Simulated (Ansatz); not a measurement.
The calculation used DFT PBE, scalar-relativistic, plane waves, PAW in Ansatz 0.2.0. All cells share a 420 eV cutoff and Γ-centred k meshes spaced at most about 0.3 Å⁻¹ (about 0.25 or finer for metals, 2π included). No spin polarisation in the final relaxations.

All energies are static (0 K, no zero-point motion).

Compare these two cells of TeF, each relaxed at this level.

1.

```cif
data_structure
_symmetry_space_group_name_H-M 'Pm-3m'
_symmetry_Int_Tables_number 221
_cell_length_a 3.2644
_cell_length_b 3.2644
_cell_length_c 3.2644
_cell_angle_alpha 90.000
_cell_angle_beta 90.000
_cell_angle_gamma 90.000
_cell_volume 34.79
loop_
_atom_site_label
_atom_site_type_symbol
_atom_site_symmetry_multiplicity
_atom_site_Wyckoff_symbol
_atom_site_fract_x
_atom_site_fract_y
_atom_site_fract_z
_atom_site_occupancy
Te1 Te 1 b 0.50000 0.50000 0.50000 1
F1 F 1 a 0.00000 0.00000 0.00000 1
```

2.

```cif
data_structure
_symmetry_space_group_name_H-M 'I4/mmm'
_symmetry_Int_Tables_number 139
_cell_length_a 5.0193
_cell_length_b 5.0193
_cell_length_c 4.3056
_cell_angle_alpha 90.000
_cell_angle_beta 90.000
_cell_angle_gamma 90.000
_cell_volume 108.47
loop_
_atom_site_label
_atom_site_type_symbol
_atom_site_symmetry_multiplicity
_atom_site_Wyckoff_symbol
_atom_site_fract_x
_atom_site_fract_y
_atom_site_fract_z
_atom_site_occupancy
Te1 Te 2 a 0.00000 0.00000 0.00000 1
F1 F 2 b 0.00000 0.00000 0.50000 1
```

Task: Which would you expect to be lower, and how large is the difference?

Result: Cell 1 is lower, by 56 meV/atom. Cell 1 has the caesium chloride type, space group Pm-3m (No. 221), 17.4 Å³/atom and no gap on its mesh; cell 2 has space group I4/mmm (No. 139), 27.1 Å³/atom and no gap. Counting F atoms around Te (those within 1.25 times the shortest such distance or 1.15 times the sum of covalent radii; the shortest distance is added where it is long for a bond), cell 1 has Te 8 from 2.8 Å and cell 2 has Te 2. In cell 1, around Te lie 8 F at 2.83 Å and 6 Te at 3.26 Å; F has 8 Te at 2.83 Å and 6 F at 3.26 Å (long contacts). In cell 2, around Te lie 2 F at 2.15 Å; F has 2 Te at 2.15 Å. Both come from invented guesses. A third cell relaxed alike, in Fd-3m, lies 207 meV/atom below the lower of the two.

No dispersion correction is applied, so the spacing and binding between layers, chains or molecules are poorly described (I4/mmm), and this can change margins and order among such cells. Spin–orbit coupling, which can matter for Te, is left out. In Pm-3m, I4/mmm an odd number of electrons in the primitive cell allows no gap without spin; a larger cell or a magnetic state could open one. A magnetic state wasn't ruled out in cells without spin, among them Pm-3m, I4/mmm. Cells relaxed within their symmetry can be saddle points.
